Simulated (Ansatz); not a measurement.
Here is the system:

MoS2:
```
MoS2
1.0
    0.00000     2.93601     2.93601
    2.93601     0.00000     2.93601
    2.93601     2.93601     0.00000
Mo S
1 2
Direct
  0.00000   0.00000   0.00000
  0.25000   0.25000   0.25000
  0.75000   0.75000   0.75000
```

This is the PBE-relaxed structure.

### Question
All from the program Ansatz at the PBE level (PAW), unless another level is named. Predict the electronic character.

### Answer
metallic (no gap).

### Question
And the formation energy from the elements (no fitted shifts)?

### Answer
-0.14 eV/atom.

### Question
Give the density of states at the Fermi level.

### Answer
1.2 states/eV per atom (mean over ±0.08 eV).

### Question
What about the gap with spin–orbit coupling?

### Answer
none (metallic).

Space group Fm-3m (fluorite). A made-up cell: these elements were put on the sites of a structure type; neither database checked (COD, Materials Project) lists it. It is not the phase usual at ambient conditions (space group No. 160, 194). The cell was relaxed with PBE under the symmetry of its start; its stability against distortions is not shown here. The run is not spin-polarised. The references are the lowest solids computed at this level, not always the standard phases. Spin–orbit coupling is left out wherever it is not named.

Potentials: the earlier of the program's two PAW sets.
